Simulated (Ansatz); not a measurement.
# Is this Si₃C structure a true minimum?

It was reached by relaxing an invented guess, and it needn't be the stable form of this composition.

These are results of DFT PBE, scalar-relativistic, plane waves, PAW in Ansatz 0.2.0, not measurements. Settings: cutoff 420 eV, Γ-centred mesh 18×16×8 on the computed 4-atom cell, Gaussian smearing of 0.10 eV; no spin polarisation.

The cell below (4 atoms, space group Pmmm (No. 47)) is relaxed within its symmetry.

```yaml
crystal:
  lattice:
    - [2.49619, 0.00000, 0.00000]
    - [0.00000, 2.85397, 0.00000]
    - [0.00000, 0.00000, 7.22749]
  atoms:
    - { symbol: Si, position: [0.00000, 0.50000, 0.18499] }
    - { symbol: Si, position: [0.00000, 0.00000, 0.50000] }
    - { symbol: Si, position: [0.00000, 0.50000, 0.81501] }
    - { symbol: C, position: [0.00000, 0.00000, 0.00000] }
```

For the test a repeat of it with 8 atoms (edges 2.85, 4.99, 7.23 Å) was strained at random (σ = 1.5 % a component), the atoms were moved at random (σ = 0.10 Å), and all was relaxed again on a coarse 8×4×4 mesh (in the run’s order of axes) with 0.20 eV smearing, with no symmetry imposed.

Question: Is the structure stable against such a distortion?

Answer: It doesn't return. The energy falls by 179 meV/atom on that mesh, the volume changes by -0.4 %, and the end has space group Pmmm (No. 47) at a loose tolerance. Relaxed again on a 14×8×6 mesh with 0.10 eV smearing, the new structure lies 170 meV/atom below the first (mesh in the axes of the run's cell; the cell below is made exact in the group named). Space group Pmmm (No. 47), orthorhombic, a = 2.865 Å, b = 5.101 Å, c = 7.017 Å. Si on a site of symmetry m has 2 C at 2.02 Å, 1 Si at 2.38 Å and 4 Si at 2.60–2.72 Å; Si on a site of symmetry m2m has 1 Si at 2.47 Å, 5 Si at 2.63–2.64 Å and 2 Si at 2.86 Å; around C lie 1 C at 1.57 Å and 4 Si at 2.02 Å.

```
Si C
1.0
     2.86491    0.00000    0.00000
     0.00000    5.10141    0.00000
     0.00000    0.00000    7.01714
Si C
6 2
Direct
  0.00000 0.26675 0.68494
  0.00000 0.73325 0.68494
  0.50000 0.24258 0.00000
  0.50000 0.75742 0.00000
  0.00000 0.73325 0.31506
  0.00000 0.26675 0.31506
  0.50000 0.84615 0.50000
  0.50000 0.15385 0.50000
```
